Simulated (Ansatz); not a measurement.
The cell below belongs to a search over invented structures; it isn't taken from experiment.

Input and command of a plane-wave DFT calculation in Ansatz:

```yaml
crystal:
  lattice:
    - [5.3959791, 0.0, 0.0]
    - [-2.69798955, 4.67305498, 0.0]
    - [0.0, 0.0, 5.64248206]
  atoms:
    - { symbol: Dy, position: [0.5, 0.0, 0.5] }
    - { symbol: Dy, position: [0.0, 0.5, 0.5] }
    - { symbol: Dy, position: [0.5, 0.5, 0.5] }
    - { symbol: Ga, position: [0.0, 0.0, 0.5] }
    - { symbol: S, position: [0.0, 0.0, 0.82564138] }
    - { symbol: S, position: [0.0, 0.0, 0.17435862] }
basis:
  ecutwfc: 630
kpoints:
  mp_grid: { grid: [4, 4, 3] }
hamiltonian:
  xc: pbe
  pseudopotentials:
    kind: paw
    azcp: { Dy: "pseudopotentials/pbe/nc/lanthanide_3plus/Dy.nc.azcp" }
scf:
  occupations: { method: gaussian, width: 0.2 }
  lower_state_search: "off"
output:
  forces: true
  stress: true
  eigenvalues: true
relax:
  adjacent_minimum: "off"
  f_tol: 0.08
  max_steps: 16
  cell: { stress_tol: 0.8 }
```

```bash
ansatz run input.yaml --threads 1 --pin off --max-ram 2816MiB --backend cpu --events-out ev --progress --plain --runs-dir out
```

Processor: Arm Neoverse V2, 1 thread, on a host shared with other jobs.

Problem. How long does it run, and how much memory does it take?

Solution. About 70 s, peak memory 0.56 GiB. It solves 35 bands at 8 k points (after reduction by symmetry) with about 8549 plane waves (on the last cell), in 91 SCF iterations over 11 ionic steps.

With its 4f electrons in the core of a norm-conserving potential, the lanthanide is trivalent by construction, without f bands, f moments or other valences.
